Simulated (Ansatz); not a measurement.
A geometry of FeNi away from equilibrium: step 14 of the relaxation of a relaxed FeNi cell, doubled along one cell vector, shaken by Gaussian noise of σ = 0.08 Å a coordinate. Computed with PBEsol (plane waves to 420 eV, PAW, scalar-relativistic; Ansatz, a first-principles code). Γ-centred k-mesh 10×10×5 on the run's cell (coarser than for final values), Fermi–Dirac smearing 0.05 eV.

```xyz
8
Lattice="0.0000 2.5652 2.5652 3.2579 0.0000 2.5652 6.5157 5.1304 -0.0001" Properties=species:S:1:pos:R:3:forces:R:3 pbc="T T T" free_energy=-41015.244 pressure_GPa=2.0
Fe     4.8766     3.8979     3.8457    0.0001    0.0000    0.0000
Fe     8.1344     6.4631     3.8456    0.0000    0.0000    0.0000
Fe     3.2477     2.6153     2.5631   -0.0001   -0.0001    0.0000
Fe     6.5055     5.1805     2.5631   -0.0001    0.0000    0.0000
Ni    -0.0102     0.0501    -0.0021    0.0000    0.0000    0.0000
Ni     3.2477     2.6153    -0.0021    0.0000    0.0000    0.0000
Ni     1.6187     1.3327     1.2805    0.0000    0.0000    0.0000
Ni     4.8766     3.8979     1.2805    0.0000    0.0000    0.0000
```

Positions in Å, forces in eV/Å, free energy of the cell in eV (comparable only within this code, potentials and settings). Largest force: all forces are below 0.005 eV/Å; the geometry lies 0.02 eV/atom above the end of its relaxation.

Spin-polarised start, with parallel moments on Fe.

Spin state reached: ferromagnetic (net 1.63 μB/atom), from parallel starting moments; other spin orders were not run from this start.

The end of the path is a generated cell of FeNi: the first start was made by placing the elements on the sites of a structure type, and the end was not matched to a known phase here, so it may be hypothetical.
